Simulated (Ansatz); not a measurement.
## B, A15: geometry optimisation

Level of theory: Ansatz, DFT, PBEsol, plane waves (420 eV) with PAW, scalar-relativistic. The PAW files were generated under PBE, with cores re-solved for the functional.

k-point mesh 7×7×7, Fermi-Dirac smearing 0.1 eV, no spin polarisation. Cell and atoms relax.

Starting structure:

```yaml
crystal:
  lattice:
    - [3.74283, 0.00000, 0.00000]
    - [0.00000, 3.74283, 0.00000]
    - [0.00000, 0.00000, 3.74283]
  atoms:
    - { symbol: B, position: [0.00000, 0.00000, 0.00000] }
    - { symbol: B, position: [0.50000, 0.50000, 0.50000] }
    - { symbol: B, position: [0.25000, 0.00000, 0.50000] }
    - { symbol: B, position: [0.75000, 0.00000, 0.50000] }
    - { symbol: B, position: [0.50000, 0.25000, 0.00000] }
    - { symbol: B, position: [0.50000, 0.75000, 0.00000] }
    - { symbol: B, position: [0.00000, 0.50000, 0.25000] }
    - { symbol: B, position: [0.00000, 0.50000, 0.75000] }
```

Task: The pressure at the start is -16.4 GPa. By how much does the volume change?

Result: From 6.55 to 6.08 Å³ per atom, -7.3 %. The final cell has a = 3.650 Å.

Task: How much energy does the relaxation gain?

Result: 25.9 meV per atom.
